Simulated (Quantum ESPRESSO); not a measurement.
Mg2AlSe3Cl (made-up cell, one site empty) (calculated)

Calculation on a made-up crystal cell, not a measurement: periodic Kohn-Sham density functional theory in plane waves with PseudoDojo standard norm-conserving scalar-relativistic pseudopotentials, each functional with its own files (v0.5 for PBE, v0.4.1 for LDA and PBEsol), no spin polarisation, no spin-orbit coupling, atoms not relaxed, stress positive in tension, energies less a fixed whole-eV offset for each atom's element; levels are Kohn-Sham levels at fractions of this cell's reciprocal vectors, counted from the reference band (half the neutral cell's valence electrons, rounded up) at Gamma; error bars cover cutoff and k-mesh only, not smearing or the files; each bar is the largest change over components, and at least 0.002 eV, 0.002 eV per angstrom or 0.02 GPa; added strain carries the atoms with the cell, and shear is the tensor component; energies are for the whole cell, and the offsets were chosen from early runs and are not element reference energies. Program: Quantum ESPRESSO 7.5.

### Mg2AlSe3Cl (made-up cell, one site empty)

Unstrained structure:
```xyz
7
Lattice="5.6815 0.0000 0.0000 0.0000 5.6815 0.0000 0.0000 0.0000 5.6815" Properties=species:S:1:pos:R:3 Mg2AlSe3Cl
Al    -0.1279     2.8992     2.7966
Mg     2.9011     0.0559     2.7877
Mg     2.7579     2.8401     0.0954
Cl     1.3186     1.3346     1.3699
Se     1.3533     4.2324     4.3898
Se     4.2026     1.4887     4.3580
Se     4.1512     4.2907     1.4608
```

- lattice type: zincblende/diamond
- empty site: 1
- functional: pbe
- cutoff: 1170 eV
- fermi dirac smearing: 0.025 eV
- scf tolerance: 1e-07 eV
- electrons removed: 0
- added strain kind: zz
- added strain: 0.01
- k mesh: 4 x 4 x 4, shifted by half a step
- structure shown: before the added strain of 0.01
- stress yz: ?
- stress zz: ?

Atoms:
| atoms element | atom site | atom energy offset (eV) |
| --- | --- | --- |
| Al | 2 | -64 |
| Mg | 3 | -1617 |
| Mg | 4 | -1617 |
| Cl | 5 | -449 |
| Se | 6 | -3300 |
| Se | 7 | -3300 |
| Se | 8 | -3300 |

To be estimated
1. Mg2AlSe3Cl (made-up cell, one site empty): stress yz?
2. Give the missing stress zz for Mg2AlSe3Cl (made-up cell, one site empty).

## Answers
1. -1.159 GPa
2. -0.5723 GPa

Further results for Mg2AlSe3Cl (made-up cell, one site empty):

* free energy less offsets: 1.234 eV
* scf iterations: 9
* smearing term minus ts: 0 eV
* pressure: 1.341 GPa
* stress xx: -1.059 GPa
* stress yy: -2.392 GPa
* stress xz: 0.4728 GPa
* stress xy: 2.294 GPa
* reference band: 39
* error bar energy: 0.002448 eV
* error bar stress: 0.02 GPa
* error bar force: 0.005801 eV/Å
* error bar next band up: 0.002 eV
* error bars from: tighter rerun of a related cell

Forces:
| site | x (eV/Å) | y (eV/Å) | z (eV/Å) |
| --- | --- | --- | --- |
| 2 | -0.006676 | 0.3027 | 1.712 |
| 3 | -1.054 | 0.2952 | 1.523 |
| 4 | -0.1686 | -0.1804 | -0.2655 |
| 5 | -0.581 | 0.3513 | 0.4583 |
| 6 | -1.243 | 0.2548 | -1.627 |
| 7 | 1.301 | -0.3183 | -1.047 |
| 8 | 1.752 | -0.7053 | -0.7531 |

Levels:
| level k point | next band up (eV) |
| --- | --- |
| Gamma | 1.084 |
| (1/2,1/2,1/2) | 1.48 |
| (0.15,0,0) | 1.407 |
| (0,0.15,0) | 1.397 |
| (0,0,0.15) | 1.416 |
